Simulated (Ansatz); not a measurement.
Values for one crystal, relaxed and computed with PBEsol (plane waves, PAW; program Ansatz); other levels are named.

Volume per atom: 11.69 Å³
Band gap: 3.70 eV (indirect)
Dynamical stability on the path: unstable, down to 28i cm⁻¹
Electron effective mass: 0.37, 0.59, 0.59 mₑ (principal values)
Hole effective mass: 0.58, 2.4, 4.4 mₑ (principal values)
Hole effective mass with spin–orbit coupling: 0.58, 2.5, 4.4 mₑ (principal values)
Gap with spin–orbit coupling: 3.70 eV

Q: Pick the material that matches.
A) LaLuO3, cubic perovskite
B) LaGaO3, R-3c (La on 6a, Ga on 6b, O on 18e)
C) SrZrO3, P4mm (Sr on 1b, Zr on 1a, O on 1a, O on 2c)
D) VBiO4, I4_1/amd (V on 4b, Bi on 4a, O on 16h)

A: B, LaGaO3, R-3c (La on 6a, Ga on 6b, O on 18e)

The workflow started from a Materials Project entry (that database holds measured and hypothetical structures alike); the Crystallography Open Database files this formula in space group No. 167, but the cells were not matched. Whether it is the stable phase at ambient conditions was not checked. Symmetry was held in the PBEsol relaxation. Scalar-relativistic: spin–orbit coupling is off unless named, which matters more the heavier the elements.

Potentials: the later of the program's two PAW sets.
